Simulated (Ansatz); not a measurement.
Ta:
```
Ta
1.0
    0.00000     3.02719     3.02719
    3.02719     0.00000     3.02719
    3.02719     3.02719     0.00000
Ta
2
Cartesian
  0.00000   0.00000   0.00000
  1.51360   1.51360   1.51360
```

Relaxed with r²SCAN. Special points in fractions of this cell's reciprocal vectors: Γ (0.000, 0.000, 0.000); X (0.500, 0.000, 0.500); U (0.625, 0.250, 0.625); K (0.375, 0.375, 0.750); L (0.500, 0.500, 0.500); W (0.500, 0.250, 0.750).

List the band energies nearest the Fermi level at these points for plane-wave PAW r²SCAN with spin–orbit coupling (Ansatz code).

In eV from the Fermi level; about four levels below and three above (degenerate sets whole), none deeper than 8.9 eV; points with the same levels are listed once.

```
k                    below                          above
-  -----------------------  -----------------------------
Γ  -0.33 -0.33 -0.33 -0.33  1.97 1.97 2.29 2.29 2.29 2.29
X  -0.29 -0.29 -0.29 -0.29            2.04 2.04 2.04 2.04
U  -0.82 -0.82 -0.69 -0.69            0.98 0.98 1.37 1.37
L  -0.37 -0.37 -0.15 -0.15            3.31 3.31 3.54 3.54
W  -1.31 -1.31 -1.18 -1.18            0.70 0.70 0.84 0.84
```

Space group Fd-3m (diamond). The start of the workflow was typed in or built on a structure type; neither database checked (COD, Materials Project) lists it. It is not the phase usual at ambient conditions (space group No. 229). The r²SCAN relaxation kept the symmetry of its start; whether a distortion lowers the energy is not shown. The run is not spin-polarised.

Potentials: the earlier of the program's two PAW sets.
